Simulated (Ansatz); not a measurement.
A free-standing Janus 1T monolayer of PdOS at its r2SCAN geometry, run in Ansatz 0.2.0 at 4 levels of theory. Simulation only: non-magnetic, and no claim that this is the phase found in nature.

The LDA input:
```yaml
crystal:
  lattice:
    - [3.2895205604, 0.0, 0.0]
    - [-1.6447602802, 2.8488083716, 0.0]
    - [0.0, 0.0, 29.1641312776]
  atoms:
    - { symbol: Pd, position: [0.0, 0.0, 0.3120426449] }
    - { symbol: O, position: [0.3333333333, 0.6666666667, 0.3450121745] }
    - { symbol: S, position: [0.6666666667, 0.3333333333, 0.2687399435] }
  periodic: [true, true, false]
kpoints:
  mp_grid: { grid: [12, 12, 1] }
  band_path:
    path:
      - [0.0, 0.0, 0.0]
      - [0.5, 0.0, 0.0]
      - [0.3333333333, 0.3333333333, 0.0]
      - [-0.125, 0.25, 0.0]
    npoints: 1
hamiltonian:
  xc: lda
scf:
  occupations: { method: fixed }
  n_extra_bands: 4
output:
  forces: true
  stress: true
  eigenvalues: true
```

Main results, then, where recorded, the levels near the gap in eV from the Fermi energy (columns number the bands from 0), one row a point of the path (Γ, M, K, K–Γ (0.62)):
```
Crystal: 3 atoms, lattice volume = 273.303 Å³
Symmetry: 6 space group operations
Space group: P3m1 (ITA 156)
```
```
Basis set: ecut = 420 eV, 5437 PW (Γ)
Bands: 19, of which v1, the nominal top of the filled ones, is band 15 counted from 1 (14 counted from 0)
k-points: 19 of 144 (time reversal used)
Free energy (F): -8267.318435 eV
Fermi energy:    -7.117577 eV
--- Forces (eV/Å), atoms counted from 1 ---
  atom   1  Pd      0.00000      0.00000    -0.17829
  atom   2  O       0.00000      0.00000    -0.45766
  atom   3  S       0.00000      0.00000      0.63532
--- 2D stress c σ (N/m, compression-positive) ---
       -3.039727       0.000000       0.000000
        0.000000      -3.039727       0.000000
        0.000000       0.000000       0.000000
  P = ½ c Tr σ = -3.0397 N/m
```
```tsv
band_12	band_13	band_14	band_15	band_16	band_17
-0.591	-0.591	-0.299	2.772	2.772	5.171
-1.887	-1.670	-0.964	1.946	2.432	6.645
-1.735	-1.187	-0.501	0.788	2.399	8.119
-0.910	-0.520	0.013	1.539	2.104	6.150
```

With LDA the valence top lies at K–Γ (0.62 of the way from K) and the conduction bottom at K, 0.77 eV higher; the smallest vertical gap, at K, is 1.29 eV.

PBE+SOC. Against the first input these blocks differ (the band path and keys that only write files left aside):
```yaml
hamiltonian:
  xc: pbe
scf:
  occupations: { method: fermi_dirac, width: 0.02 }
  n_extra_bands: 8
magnetization:
  noncollinear: true
  spin_orbit: true
```

```
Basis set: ecut = 420 eV, 5437 PW (Γ)
Bands: 38, of which v1, the nominal top of the filled ones, is band 30 counted from 1 (29 counted from 0)
k-points: 19 of 144 (time reversal used)
Free energy (F): -8442.440922 eV
Fermi energy:    -6.391367 eV
--- Forces (eV/Å), atoms counted from 1 ---
  atom   1  Pd      0.00000      0.00000    -0.07144
  atom   2  O       0.00000      0.00000      0.26934
  atom   3  S       0.00000      0.00000    -0.19792
--- 2D stress c σ (N/m, compression-positive) ---
        1.981578       0.000000       0.000000
        0.000000       1.981578       0.000000
        0.000000       0.000000       0.000000
  P = ½ c Tr σ = 1.9816 N/m
```
```tsv
band_24	band_25	band_26	band_27	band_28	band_29	band_30	band_31	band_32	band_33	band_34	band_35
-1.058	-1.058	-0.991	-0.991	-0.746	-0.746	2.305	2.305	2.367	2.367	4.660	4.660
-2.339	-2.339	-2.097	-2.097	-1.392	-1.392	1.520	1.520	2.004	2.004	6.375	6.375
-2.174	-2.169	-1.681	-1.615	-0.993	-0.938	0.382	0.408	1.981	1.988	7.835	7.837
-1.378	-1.328	-1.007	-0.916	-0.475	-0.412	1.115	1.166	1.678	1.705	5.588	5.593
```

PBE+SOC gives an indirect gap of 0.79 eV, from K–Γ (0.62 of the way from K) to K; the least direct gap is 1.31 eV at Γ–M (0.50 of the way from Γ). The mean in-plane stress at these positions is +1.98 N/m, compression counted positive.

HSE06+SOC. Against the first input these blocks differ (the band path and keys that only write files left aside):
```yaml
kpoints:
  mp_grid: { grid: [6, 6, 1] }
hamiltonian:
  xc: hse06
scf:
  occupations: { method: fixed }
  n_extra_bands: 8
magnetization:
  noncollinear: true
  spin_orbit: true
output:
  eigenvalues: true
```

```
Basis set: ecut = 420 eV, 5437 PW (Γ)
Bands: 38, of which v1, the nominal top of the filled ones, is band 30 counted from 1 (29 counted from 0)
k-points: 7 of 36 (time reversal used)
Exchange kernel: α = 0.2500, screened, ω = 0.2079 Å⁻¹, Wigner–Seitz truncation, v(0) = 1045.1838 eV·Å³, q-mesh 6×6×1
hybrid outer 1: dexx = +2.705e-2 eV, tail = 1.09e-4 eV
hybrid outer 2: dexx = +1.363e-6 eV, tail = 2.62e-7 eV, Δε = 2.28e-3 eV
Free energy (F): -8441.640515 eV
Fermi energy:    -7.836885 eV
```
```tsv
band_24	band_25	band_26	band_27	band_28	band_29	band_30	band_31	band_32	band_33	band_34	band_35
-0.435	-0.435	-0.371	-0.371	-0.325	-0.325	3.891	3.891	3.988	3.988	6.127	6.127
-2.090	-2.090	-1.894	-1.894	-1.032	-1.032	3.097	3.097	3.618	3.618	8.167	8.167
-1.803	-1.798	-1.524	-1.509	-0.849	-0.822	1.816	1.851	3.660	3.660	9.690	9.690
-0.915	-0.858	-0.512	-0.429	-0.034	0.014	2.613	2.676	3.257	3.287	7.022	7.026
```

HSE06+SOC gives an indirect gap of 1.80 eV, from K–Γ (0.62 of the way from K) to K; the least direct gap is 2.60 eV at K–Γ (0.62 of the way from K).

Task: In the first input these blocks are replaced (the band path and keys that only write files left aside):
```yaml
kpoints:
  mp_grid: { grid: [6, 6, 1] }
hamiltonian:
  xc: pbe0
```
What comes out?

Result:
```
Basis set: ecut = 420 eV, 5437 PW (Γ)
Bands: 19, of which v1, the nominal top of the filled ones, is band 15 counted from 1 (14 counted from 0)
k-points: 7 of 36 (time reversal used)
Exchange kernel: α = 0.2500, full range, Wigner–Seitz truncation, v(0) = 15445.1537 eV·Å³, q-mesh 6×6×1
hybrid outer 1: dexx = +4.077e-2 eV, tail = 1.26e-4 eV
hybrid outer 2: dexx = +3.893e-6 eV, tail = 1.02e-7 eV, Δε = 4.66e-3 eV, ΔF = 4.06e-2 eV/Å
hybrid outer 3: dexx = +9.595e-9 eV, tail = 1.80e-10 eV, Δε = 3.01e-4 eV, ΔF = 6.34e-4 eV/Å
Free energy (F): -8442.323073 eV
Fermi energy:    -8.247611 eV
--- Forces (eV/Å), atoms counted from 1 ---
  atom   1  Pd      0.00000      0.00000      0.21084
  atom   2  O       0.00000      0.00000    -0.45851
  atom   3  S       0.00000      0.00000      0.24765
--- 2D stress c σ (N/m, compression-positive) ---
       -2.028007       0.000000       0.000000
        0.000000      -2.028007       0.000000
        0.000000       0.000000       0.000000
  P = ½ c Tr σ = -2.0280 N/m
```
```tsv
band_12	band_13	band_14	band_15	band_16	band_17
-0.432	-0.308	-0.308	4.709	4.709	6.755
-2.113	-1.883	-1.021	3.873	4.392	8.943
-1.766	-1.511	-0.833	2.576	4.433	10.468
-0.859	-0.426	0.020	3.373	4.034	7.645
```
PBE0 gives an indirect gap of 2.56 eV, from K–Γ (0.62 of the way from K) to K; the least direct gap is 3.35 eV at K–Γ (0.62 of the way from K). The mean in-plane stress at these positions is -2.0 N/m, compression counted positive. (The program warns that its thresholds are loose for a hybrid's stress.)

The hybrids run on coarser meshes, which limits their stresses and small splittings of levels.

Totals of different functionals, or with and without spin-orbit coupling, can't be compared.

Only the levels marked +SOC include spin-orbit coupling.

The meshes of the hybrids are coarse, so their gaps aren't converged to the digits shown.

For some runs the program warns that the potential is rough where the density is thin, which bears on empty states near the vacuum.
